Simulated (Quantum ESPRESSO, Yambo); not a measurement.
**Quasiparticle gap of KSc2F7**

KSc$_{2}$F$_{7}$ is modelled in the orthorhombic space group Cmmm (No. 65), Pearson symbol oS20. Conventional cell: a = 6.5441 Å, b = 10.5896 Å, c = 4.0483 Å, α = 90.00°, β = 90.00°, γ = 90.00°. F1 on 4i has 2 Sc at 2.027 Å and 1 K at 3.143 Å. F2 on 8q is coordinated by 2 Sc at 2.100–2.121 Å and 2 K at 2.821 Å. F3 on 2c is surrounded by 2 Sc at 2.048 Å (linear). K on 2a sees 8 F at 2.821 Å and 2 F at 3.143 Å. Sc on 4j has 7 F at 2.027–2.121 Å. (Neighbours: up to the widest gap in distance over summed covalent radii, below 1.35, at either atom; cation-cation contacts left out.)
(The calculation used a cell of 10 atoms; values per cell refer to that cell.)

The geometry is that of Materials Project entry mp-28439, symmetrised and not relaxed again.

Starting point: norm-conserving PBEsol (Quantum ESPRESSO, 84 Ry, without SOC). G0W0 in Yambo: 2×2×4 Γ-centred k mesh, bands 3 to 166 and a 6 Ry block in the screening, 166 bands in G with the Bruneval-Gonze terminator, plasmon pole fitted at 27.2 eV.

```yaml
PBEsol gap along the band path: 5.87 eV
PBEsol gap between the mesh's edge points (Γ → (-0.5, -0.5, 0)): 5.87 eV
G0W0 gap between the same points: 10.71 eV
PBEsol smallest direct gap on the mesh (at (-0.5, -0.5, 0)): 5.89 eV
G0W0 direct gap at that point: 10.77 eV
```

```tsv
k point	band	E PBEsol (eV)	E QP (eV)	shift (eV)	Z
Γ	VB	0.00	-2.01	-2.01	0.81
Γ	CB	6.11	9.02	2.91	0.83
(0, 0, -0.5)	VB	-0.02	-2.04	-2.02	0.81
(0, 0, -0.5)	CB	6.85	9.84	2.99	0.82
(0, -0.5, 0)	VB	-0.05	-2.12	-2.07	0.81
(0, -0.5, 0)	CB	5.99	8.86	2.87	0.83
(0, -0.5, -0.5)	VB	-0.05	-2.12	-2.07	0.81
(0, -0.5, -0.5)	CB	6.72	9.67	2.96	0.83
(-0.5, -0.5, 0)	VB	-0.03	-2.07	-2.05	0.80
(-0.5, -0.5, 0)	CB	5.87	8.70	2.83	0.84
(-0.5, -0.5, -0.5)	VB	-0.02	-2.07	-2.05	0.80
(-0.5, -0.5, -0.5)	CB	6.63	9.57	2.94	0.83
```

Energies count from the PBEsol valence-band maximum.

Nearest settings tried, and what they do to the gap: 115 bands in W, 115 bands in G: +87 meV; 1 Ry block (17 vectors against 241): +3060 meV. Not varied: mesh. So the settings aren't converged at that level.

The structure is a Materials Project entry; no match was found in the copy of COD used, and its stability was not checked.
